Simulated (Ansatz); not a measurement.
The start is a generated trial cell of Ni in the AFLOW prototype A_mP4_4_2a (as in Te). The structure is fully relaxed (lattice and positions, P = 0) with r2SCAN (plane waves to 500 eV, PAW, scalar-relativistic; Ansatz, a first-principles code). The first steps use a coarse 14×6×9 k-mesh.

Initial structure:
```yaml
crystal:
  lattice:
    - [2.27429, 0.00000, 0.00000]
    - [0.00000, 5.50475, 0.00000]
    - [-0.16490, 0.00000, 3.48373]
  atoms:
    - { symbol: Ni, position: [0.25000, 0.73000, 0.48000] }
    - { symbol: Ni, position: [0.75000, 0.23000, 0.52000] }
    - { symbol: Ni, position: [0.48000, 0.50000, 0.02000] }
    - { symbol: Ni, position: [0.52000, 0.00000, 0.98000] }
```
Spin-polarised start, with parallel moments on Ni.

Q: How large is the pressure on the unrelaxed cell, and of which sign?

A: +13.0 GPa (positive: the cell is compressed).

Q: What is the largest force in the starting geometry, and on which atom (counted from 1)?

A: 2.19 eV/Å, on Ni1, Ni2 (atoms numbered as listed).

Q: What symmetry does the relaxed structure have?

A: The space group goes from P2₁ (No. 4) to Fm-3m (No. 225); the end is fcc (Cu type), with 1 atom in the primitive magnetic cell.

Q: How much energy is released per atom?

A: 0.54 eV/atom.

Q: How does the volume per atom move from start to end?

A: -3.5 %, from 10.90 to 10.52 Å³/atom.

Q: How do the shortest distances between atoms change?

A: The closest pairs of elements (up to four, under 3.6 Å), start → end: Ni–Ni 2.13 → 2.46 Å.

Q: Is the relaxed structure metallic? Give its gap.

A: Zero (metallic).

Q: What magnetic moments remain?

A: Net 0.74 μB/atom, ferromagnetic.

Q: Give the final cell and atomic positions.

A: 
Space group Fm-3m (No. 225); a = b = c = 3.478 Å, α = β = γ = 90.00°

```json
[
 {"atom": "Ni", "site": "4a", "symmetry": "m-3m", "x": "0.0000", "y": "0.0000", "z": "0.0000"}
]
```
(The calculation used a cell of 1 atom; values per cell refer to that cell.)

Final values are on a 23×23×23 k-mesh of the relaxed cell. Spin state reached: ferromagnetic (net 0.74 μB/atom), from parallel starting moments; other spin orders were not run from this start. r2SCAN tends to overstate moments in metals.

The run could not lose the symmetry of its start; a randomly shaken copy of 2 atoms returns to this structure.
